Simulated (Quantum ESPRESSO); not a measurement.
pw.x input (Quantum ESPRESSO 7.5; PBEsol, PseudoDojo standard norm-conserving files, scalar-relativistic):

```
&CONTROL
  calculation = 'scf'
  pseudo_dir = './pseudo'
  outdir = './out'
  tprnfor = .true.
  tstress = .true.
/
&SYSTEM
  ibrav = 0
  nat = 10
  ntyp = 4
  ecutwfc = 84.0
  ecutrho = 336.0
  occupations = 'smearing'
  smearing = 'fd'
  degauss = 0.002
  nbnd = 54
/
&ELECTRONS
  conv_thr = 1e-09
/
ATOMIC_SPECIES
O 15.9990 O.upf
Zn 65.3800 Zn.upf
Sr 87.6200 Sr.upf
Mo 95.9500 Mo.upf
CELL_PARAMETERS angstrom
  0.000000000000   4.023240000000   4.023240000000
  4.023240000000   0.000000000000   4.023240000000
  4.023240000000   4.023240000000   0.000000000000
ATOMIC_POSITIONS crystal
O   0.758980000000   0.241020000000   0.758980000000
O   0.241020000000   0.758980000000   0.241020000000
O   0.758980000000   0.241020000000   0.241020000000
O   0.241020000000   0.758980000000   0.758980000000
O   0.758980000000   0.758980000000   0.241020000000
O   0.241020000000   0.241020000000   0.758980000000
Zn   0.500000000000   0.500000000000   0.500000000000
Sr   0.250000000000   0.250000000000   0.250000000000
Sr   0.750000000000   0.750000000000   0.750000000000
Mo   0.000000000000   0.000000000000   0.000000000000
K_POINTS automatic
6 6 6 0 0 0
```

End of the output:

```
     total energy              =    -893.79007845 Ry
     estimated scf accuracy    <       0.00000002 Ry
     total energy              =    -893.79007846 Ry
     estimated scf accuracy    <          2.6E-09 Ry
[...]
     the Fermi energy is    10.2344 ev
!    total energy              =    -893.79007846 Ry
     estimated scf accuracy    <          5.6E-11 Ry
     smearing contrib. (-TS)   =      -0.00000000 Ry
     internal energy E=F+TS    =    -893.79007846 Ry
     The total energy is F=E-TS. E is the sum of the following terms:
     one-electron contribution =    -477.57045107 Ry
     hartree contribution      =     283.87992385 Ry
     xc contribution           =    -147.69028108 Ry
     ewald contribution        =    -552.40927015 Ry
     convergence has been achieved in  12 iterations
     Forces acting on atoms (cartesian axes, Ry/au):
     atom    1 type  1   force =     0.00000000    0.02178370    0.00000000
     atom    2 type  1   force =     0.00000000   -0.02178370    0.00000000
     atom    3 type  1   force =    -0.02178370    0.00000000    0.00000000
     atom    4 type  1   force =     0.02178370    0.00000000    0.00000000
     atom    5 type  1   force =     0.00000000    0.00000000    0.02178370
     atom    6 type  1   force =     0.00000000    0.00000000   -0.02178370
     atom    7 type  2   force =    -0.00000000   -0.00000000    0.00000000
     atom    8 type  3   force =     0.00000000    0.00000000    0.00000000
     atom    9 type  3   force =    -0.00000000   -0.00000000    0.00000000
     atom   10 type  4   force =     0.00000000   -0.00000000    0.00000000
     Total force =     0.053359     Total SCF correction =     0.000011
     Computing stress (Cartesian axis) and pressure
          total   stress  (Ry/bohr**3)                   (kbar)     P=      -88.31
  -0.00060033   0.00000000   0.00000000          -88.31        0.00        0.00
   0.00000000  -0.00060033   0.00000000            0.00      -88.31        0.00
   0.00000000   0.00000000  -0.00060033            0.00        0.00      -88.31
```
In a gapped system the printed Fermi energy is only some level inside the gap.

Spin-orbit coupling is not included.

Geometry of the Materials Project entry, not relaxed at this level.
